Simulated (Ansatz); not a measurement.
Cu4O:
```cif
data_Cu4O
_chemical_formula_sum 'Cu4 O1'
_space_group_name_H-M_alt 'P 1'
_space_group_IT_number 1
_cell_length_a 3.88556
_cell_length_b 3.88556
_cell_length_c 3.88556
_cell_angle_alpha 90.000
_cell_angle_beta 90.000
_cell_angle_gamma 90.000
loop_
_space_group_symop_operation_xyz
  'x, y, z'
loop_
_atom_site_label
_atom_site_type_symbol
_atom_site_fract_x
_atom_site_fract_y
_atom_site_fract_z
_atom_site_occupancy
Cu1 Cu 0.00000 0.00000 0.00000 1
Cu2 Cu 0.00000 0.50000 0.50000 1
Cu3 Cu 0.50000 0.00000 0.50000 1
Cu4 Cu 0.50000 0.50000 0.00000 1
O1 O 0.50000 0.50000 0.50000 1
```

Relaxed with PBEsol.

Problem. Which orbitals make up the states near the Fermi level in DFT-PBEsol in the program Ansatz with PAW potentials?

Solution. Within 0.5 eV of the Fermi level: Cu 3d 39 %, Cu 4s 28 %, O 2p 18 %, outside the projected shells 11 %. Projections are on Löwdin-orthogonalised atomic valence shells; empty p or d shells of many metals are not among them.

Problem. Tabulate the density of states.

Solution. States/eV per cell of 5 atoms, in 0.25 eV bins, energy from the Fermi level.

```csv
E (eV),total,Cu 3d,Cu 4s,O 2p
-7.85,2.32,0.42,0.26,1.56
-7.60,2.59,0.48,0.18,1.84
-7.35,3.56,0.62,0.08,2.75
-7.10,1.40,0.15,0.02,1.17
-6.85,0.15,0.01,0.02,0.12
-6.60,0.28,0.07,0.09,0.10
-6.35,0.42,0.13,0.18,0.10
-6.10,0.56,0.20,0.26,0.09
-5.85,0.71,0.27,0.34,0.07
-5.60,0.89,0.37,0.44,0.06
-5.35,1.26,0.56,0.61,0.06
-5.10,1.39,0.65,0.67,0.04
-4.85,2.06,1.19,0.80,0.02
-4.60,1.19,0.74,0.42,0.01
-4.35,3.30,2.76,0.49,0.02
-4.10,8.16,7.31,0.69,0.07
-3.85,14.57,13.70,0.55,0.13
-3.60,10.09,9.70,0.16,0.05
-3.35,13.36,12.92,0.21,0.04
-3.10,12.80,12.32,0.27,0.03
-2.85,18.70,18.28,0.21,0.05
-2.60,7.83,7.59,0.06,0.09
-2.35,20.88,20.34,0.12,0.30
-2.10,24.40,23.64,0.21,0.43
-1.85,11.56,10.35,0.48,0.58
-1.60,3.47,2.69,0.25,0.39
-1.35,1.23,0.90,0.06,0.21
-1.10,1.11,0.73,0.09,0.15
-0.85,1.52,0.82,0.35,0.11
-0.60,1.72,0.84,0.43,0.18
-0.35,2.34,1.06,0.60,0.35
-0.10,2.34,1.02,0.59,0.45
0.15,1.20,0.43,0.33,0.23
0.40,2.28,0.68,0.75,0.41
0.65,2.37,0.55,0.79,0.34
0.90,1.61,0.32,0.54,0.23
1.15,1.10,0.19,0.36,0.15
1.40,1.06,0.16,0.33,0.15
1.65,1.65,0.25,0.55,0.29
1.90,1.17,0.13,0.42,0.15
2.15,0.87,0.07,0.32,0.07
2.40,0.88,0.06,0.35,0.05
2.65,0.98,0.06,0.41,0.05
2.90,1.24,0.07,0.52,0.05
3.15,1.71,0.09,0.69,0.07
3.40,1.41,0.06,0.49,0.05
3.65,1.14,0.04,0.35,0.04
3.90,1.19,0.04,0.38,0.04
4.15,1.28,0.05,0.42,0.05
4.40,1.30,0.05,0.44,0.06
4.65,1.24,0.04,0.56,0.07
4.90,1.67,0.05,0.89,0.08
```

Space group Pm-3m. The start of the workflow was typed in or built on a structure type; neither database checked (COD, Materials Project) lists it. Whether it is the stable phase at ambient conditions was not checked. Symmetry was held in the PBEsol relaxation. At this level the phase is dynamically unstable (imaginary phonons). The workflow began spin-polarised and lost its moments. The volume moved by 16 % from the start of the relaxation. No Hubbard U is applied. The compound may be a true metal, but semilocal functionals without U, or a wrong spin order, can also close a gap.

Potentials: the earlier of the program's two PAW sets. The files were generated under PBE; for other functionals the program regenerates the frozen cores, and for LDA and PBEsol the local potential too.
